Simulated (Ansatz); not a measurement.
The relaxed structure here is a generated cell of TiAl: the first start was made by placing the elements on the sites of a structure type, and the end was not matched to a known phase here, so it may be hypothetical. Known forms of TiAl include space group No. 123.

One starting cell of TiAl (a generated trial cell of TiAl in the AFLOW prototype AB_hP8_194_ad_f (B_i, as in TiAs)) was relaxed twice with Ansatz (plane waves, PAW, scalar-relativistic): with r2SCAN at 500 eV and with PBE at 420 eV. The r2SCAN result:

```xyz
8
Lattice="2.8778 0.0000 0.0000 -1.4389 2.4923 0.0000 0.0000 0.0000 18.5126" Properties=species:S:1:pos:R:3 pbc="T T T"
Ti     0.0000     1.6615     2.3341
Ti     1.4389     0.8308    11.5904
Ti     1.4389     0.8308    16.1786
Ti     0.0000     1.6615     6.9222
Al     0.0000     0.0000     0.0000
Al     0.0000     0.0000     9.2563
Al     0.0000     1.6615    13.8845
Al     1.4389     0.8308     4.6282
```

```json
[
 {"quantity": "space group", "r2SCAN": "P6₃/mmc", "PBE": "P6₃/mmc"},
 {"quantity": "volume (Å³/atom)", "r2SCAN": "16.60", "PBE": "16.80"},
 {"quantity": "a (Å)", "r2SCAN": "2.878", "PBE": "2.890"},
 {"quantity": "c (Å)", "r2SCAN": "18.513", "PBE": "18.573"},
 {"quantity": "gap (eV, no spin-orbit coupling)", "r2SCAN": "0.00", "PBE": "0.00"}
]
```

Both levels end in the same structure; PBE's volume is 1.2 % larger. Neither column is exact.

No spin polarisation in the result. A magnetic state may lie lower.

The run could not lose the symmetry of its start, so the end can be a saddle point.

Ansatz is a program for electronic structure.
